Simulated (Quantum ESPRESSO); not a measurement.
# Hf2Si2O8: input and log of a self-consistent run

Computed values, not a measurement. The program is pw.x of Quantum ESPRESSO 7.5 (plane-wave density functional theory). The cell is made up: 12 atoms on a fluorite lattice, with randomly drawn elements, strain and displacements, not relaxed. PseudoDojo standard norm-conserving files (v0.5 for PBE, v0.4.1 for LDA and PBEsol) set the functional; there is no spin polarisation, spin-orbit coupling or dispersion term, and the masses in the input are unused placeholders. A spin-polarised start on this cell or one of its family kept no moment above 0.05 Bohr magneton at the same smearing; a narrower smearing was not tried.

The hafnium pseudopotential is less sure than the others, with forces about 3 percent (worst 6) and pressure in oxides about 1.5 GPa (worst 2.7) from a second method in checks, which no rerun with the same files tests.

Input:

```
&control calculation='scf', pseudo_dir='./dojo.nc.sr.pbe.v0_5.standard.upf', outdir='./o', disk_io='low', tprnfor=.true., tstress=.true. /
&system ibrav=0, nat=12, ntyp=3, nbnd=50, ecutwfc=84.00895049, nosym=.true., tot_charge=0,
 occupations='smearing', smearing='fd', degauss=0.0073498644
/
&electrons conv_thr=7.350e-09, electron_maxstep=60, /
ATOMIC_SPECIES
Hf 1.0 Hf.upf
O 1.0 O.upf
Si 1.0 Si.upf
CELL_PARAMETERS angstrom
4.8952 0.0 0.0
0.0 4.8952 0.0
0.0 0.0 4.8952
ATOMIC_POSITIONS angstrom
Hf 0.0138 0.0195 0.0718
Si -0.0727 2.4789 2.4718
Hf 2.4308 -0.0844 2.3934
Si 2.3638 2.3836 -0.0883
O 1.2597 1.2137 1.2135
O 1.1967 1.2099 3.6587
O 1.3271 3.5851 1.2022
O 1.1824 3.65 3.6547
O 3.7215 1.2863 1.2028
O 3.7115 1.2451 3.7256
O 3.6604 3.5595 1.3309
O 3.6416 3.7545 3.7384
K_POINTS automatic
7 7 7 1 1 1
```

The log is shortened where brackets say so; the opening notice, blank lines, dates and the lines on written files are dropped, and the path of the files is cut. It prints rydbergs, bohrs and kilobars, and counts compression as positive stress.

```
     Program PWSCF v.7.5
     Parallel version (MPI & OpenMP), running on       4 processor cores
     Number of MPI processes:                 4
     Threads/MPI process:                     1
     [start-up lines left out]
     bravais-lattice index     =            0
     lattice parameter (alat)  =       9.2506  a.u.
     unit-cell volume          =     791.6039 (a.u.)^3
     number of atoms/cell      =           12
     number of atomic types    =            3
     number of electrons       =        80.00
     number of Kohn-Sham states=           50
     kinetic-energy cutoff     =      84.0090  Ry
     charge density cutoff     =     336.0358  Ry
     scf convergence threshold =      7.3E-09
     mixing beta               =       0.7000
     number of iterations used =            8  plain     mixing
     Exchange-correlation= PBE
                           (   1   4   3   4   0   0   0)
     [axes and pseudopotential details left out]
   Cartesian axes
     site n.     atom                  positions (alat units)
         1        Hf     tau(   1) = (   0.0028191   0.0039835   0.0146674  )
         2        Si     tau(   2) = (  -0.0148513   0.5063940   0.5049436  )
         3        Hf     tau(   3) = (   0.4965681  -0.0172414   0.4889279  )
         4        Si     tau(   4) = (   0.4828812   0.4869260  -0.0180381  )
         5        O      tau(   5) = (   0.2573337   0.2479368   0.2478959  )
         6        O      tau(   6) = (   0.2444640   0.2471605   0.7474056  )
         7        O      tau(   7) = (   0.2711023   0.7323705   0.2455875  )
         8        O      tau(   8) = (   0.2415427   0.7456284   0.7465885  )
         9        O      tau(   9) = (   0.7602345   0.2627676   0.2457101  )
        10        O      tau(  10) = (   0.7581917   0.2543512   0.7610721  )
        11        O      tau(  11) = (   0.7477529   0.7271409   0.2718786  )
        12        O      tau(  12) = (   0.7439124   0.7669758   0.7636869  )
     number of k points=   172  Fermi-Dirac smearing, width (Ry)=  0.0073
     Number of k-points >= 100: set verbosity='high' to print them.
     Dense  grid:    82201 G-vectors     FFT dimensions: (  54,  54,  54)
     Estimated max dynamical RAM per process >     470.20 MB
     Estimated total dynamical RAM >       1.78 GB
     Initial potential from superposition of free atoms
     starting charge      79.9950, renormalised to      80.0000
     Starting wfcs are   60 randomized atomic wfcs
     total cpu time spent up to now is       17.8 secs
     per-process dynamical memory:   428.6 Mb
     Self-consistent Calculation
     iteration #  1     ecut=    84.01 Ry     beta= 0.70
     Davidson diagonalization with overlap
     ethr =  1.00E-02,  avg # of iterations =  2.1
     total cpu time spent up to now is       58.2 secs
     total energy              =    -506.27493112 Ry
     estimated scf accuracy    <       3.55251762 Ry
     iteration #  2     ecut=    84.01 Ry     beta= 0.70
     Davidson diagonalization with overlap
     ethr =  4.44E-03,  avg # of iterations =  3.2
     total cpu time spent up to now is      101.0 secs
     total energy              =    -506.99984335 Ry
     estimated scf accuracy    <       4.42179483 Ry
     iteration #  3     ecut=    84.01 Ry     beta= 0.70
     Davidson diagonalization with overlap
     ethr =  4.44E-03,  avg # of iterations =  2.0
     total cpu time spent up to now is      137.8 secs
     total energy              =    -507.85405851 Ry
     estimated scf accuracy    <       0.04644190 Ry
     iteration #  4     ecut=    84.01 Ry     beta= 0.70
     Davidson diagonalization with overlap
     ethr =  5.81E-05,  avg # of iterations =  6.7
     total cpu time spent up to now is      192.6 secs
     total energy              =    -507.88350892 Ry
     estimated scf accuracy    <       0.04001974 Ry
     iteration #  5     ecut=    84.01 Ry     beta= 0.70
     Davidson diagonalization with overlap
     ethr =  5.00E-05,  avg # of iterations =  2.3
     total cpu time spent up to now is      230.4 secs
     total energy              =    -507.88750704 Ry
     estimated scf accuracy    <       0.00622887 Ry
     [iterations 6 to 8 left out]
     iteration #  9     ecut=    84.01 Ry     beta= 0.70
     Davidson diagonalization with overlap
     ethr =  1.99E-08,  avg # of iterations =  2.1
     total cpu time spent up to now is      385.8 secs
     total energy              =    -507.88890901 Ry
     estimated scf accuracy    <       0.00000071 Ry
     iteration # 10     ecut=    84.01 Ry     beta= 0.70
     Davidson diagonalization with overlap
     ethr =  8.93E-10,  avg # of iterations =  4.8
     total cpu time spent up to now is      436.1 secs
     total energy              =    -507.88890942 Ry
     estimated scf accuracy    <       0.00000110 Ry
     iteration # 11     ecut=    84.01 Ry     beta= 0.70
     Davidson diagonalization with overlap
     ethr =  8.93E-10,  avg # of iterations =  2.0
     total cpu time spent up to now is      473.1 secs
     total energy              =    -507.88890933 Ry
     estimated scf accuracy    <       0.00000041 Ry
     iteration # 12     ecut=    84.01 Ry     beta= 0.70
     Davidson diagonalization with overlap
     ethr =  5.18E-10,  avg # of iterations =  2.0
     total cpu time spent up to now is      512.3 secs
     total energy              =    -507.88890938 Ry
     estimated scf accuracy    <       0.00000003 Ry
     iteration # 13     ecut=    84.01 Ry     beta= 0.70
     Davidson diagonalization with overlap
     ethr =  3.69E-11,  avg # of iterations =  4.0
     total cpu time spent up to now is      550.7 secs
     End of self-consistent calculation
     [lines on levels left out]
!    total energy              =    -507.88890939 Ry
     estimated scf accuracy    <          2.0E-09 Ry
     smearing contrib. (-TS)   =      -0.00053100 Ry
     internal energy E=F+TS    =    -507.88837839 Ry
     The total energy is F=E-TS. E is the sum of the following terms:
     one-electron contribution =     -87.45927175 Ry
     hartree contribution      =      97.46474060 Ry
     xc contribution           =    -130.87866900 Ry
     ewald contribution        =    -387.01517825 Ry
     convergence has been achieved in  13 iterations
     Forces acting on atoms (cartesian axes, Ry/au):
     atom    1 type  1   force =    -0.01151828   -0.01765266   -0.01241409
     atom    2 type  3   force =    -0.02716357   -0.01495133    0.00452693
     atom    3 type  1   force =     0.02372183    0.05429263    0.03420620
     atom    4 type  3   force =    -0.00255538   -0.01131616    0.00351941
     atom    5 type  2   force =     0.01739191    0.05474894   -0.00637821
     atom    6 type  2   force =     0.03540825    0.07930604    0.01238760
     atom    7 type  2   force =    -0.03365270   -0.05493922   -0.05344427
     atom    8 type  2   force =    -0.01866758   -0.09665124   -0.02190435
     atom    9 type  2   force =    -0.01861806    0.00891061    0.04164809
     atom   10 type  2   force =    -0.03851309    0.11379250   -0.04757498
     atom   11 type  2   force =     0.10157128   -0.01982989    0.01688921
     atom   12 type  2   force =    -0.02740460   -0.09571023    0.02853847
     Total force =     0.274224     Total SCF correction =     0.000109
     Computing stress (Cartesian axis) and pressure
          total   stress  (Ry/bohr**3)                   (kbar)     P=       14.86
   0.00012451  -0.00007651   0.00003063           18.32      -11.25        4.51
  -0.00007651   0.00008412   0.00019220          -11.25       12.38       28.27
   0.00003063   0.00019220   0.00009447            4.51       28.27       13.90
     init_run     :     14.23s CPU     15.22s WALL (       1 calls)
     electrons    :    527.48s CPU    532.87s WALL (       1 calls)
     forces       :      7.16s CPU      7.20s WALL (       1 calls)
     stress       :     30.61s CPU     31.92s WALL (       1 calls)
     [timing details left out]
     PWSCF        :   9m42.34s CPU   9m50.43s WALL
     JOB DONE.
```

In other units: free energy -6910.181 eV for the cell, pressure 1.49 GPa, largest force component 2.926 eV/Å. A rerun of this cell at a cutoff of 1437 eV and k mesh 9 x 9 x 9 moved values by no more than 0.003 eV in energy, 0.05 GPa in stress and 0.004 eV/Å in force.